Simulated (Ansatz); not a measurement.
The start is a generated cell, TiAl built in the AFLOW prototype AB_oP4_59_a_b (as in CuTe). The structure is fully relaxed (lattice and positions, P = 0) with PBE (plane waves to 420 eV, PAW, scalar-relativistic; Ansatz, a first-principles code). The first steps use a coarse 12×9×6 k-mesh.

Initial structure:
```yaml
crystal:
  lattice:
    - [2.78018, 0.00000, 0.00000]
    - [0.00000, 3.60982, 0.00000]
    - [0.00000, 0.00000, 6.13405]
  atoms:
    - { symbol: Al, position: [0.00000, 0.00000, 0.05100] }
    - { symbol: Al, position: [0.50000, 0.50000, 0.94900] }
    - { symbol: Ti, position: [0.00000, 0.50000, 0.27700] }
    - { symbol: Ti, position: [0.50000, 0.00000, 0.72300] }
```

* **Largest initial force**: 8.24 eV/Å, on Ti3, Ti4 (atoms numbered as listed)
* **Outcome**: The space group goes from Pmmn (No. 59) to P4/mmm (No. 123); the end is AFLOW prototype AB_tP2_123_a_d (L1_0, as in CuAu), with 2 atoms in the primitive cell
* **Energy released**: 2.01 eV/atom
* **Shortest distances (start → end)**: The closest pairs of elements (up to four, under 3.6 Å), start → end: Al–Ti 2.28 → 2.85 Å; Al–Al 2.36 → 2.82 Å; Ti–Ti 2.78 → 2.82 Å
* **Band gap at the end**: no gap (metallic)
* **Optimiser moves**: 25

Final structure:

```cif
data_AlTi
_chemical_formula_sum 'Al1 Ti1'
_space_group_name_H-M_alt 'P4/mmm'
_space_group_IT_number 123
_space_group_name_Hall '-P 4 2'
_cell_length_a 2.82407
_cell_length_b 2.82407
_cell_length_c 4.07067
_cell_angle_alpha 90.000
_cell_angle_beta 90.000
_cell_angle_gamma 90.000
loop_
_atom_site_label
_atom_site_type_symbol
_atom_site_symmetry_multiplicity
_atom_site_Wyckoff_symbol
_atom_site_fract_x
_atom_site_fract_y
_atom_site_fract_z
_atom_site_occupancy
Al1 Al 1 a 0.00000 0.00000 0.00000 1
Ti1 Ti 1 d 0.50000 0.50000 0.50000 1
```

Final values are on a 16×16×12 k-mesh of the relaxed cell. No spin polarisation in the result.

The run could not lose the symmetry of its start.

The first start was generated by placing the elements on the sites of a structure type. A measured structure of TiAl has the same space group, P4/mmm (No. 123); the sites were not compared with it.
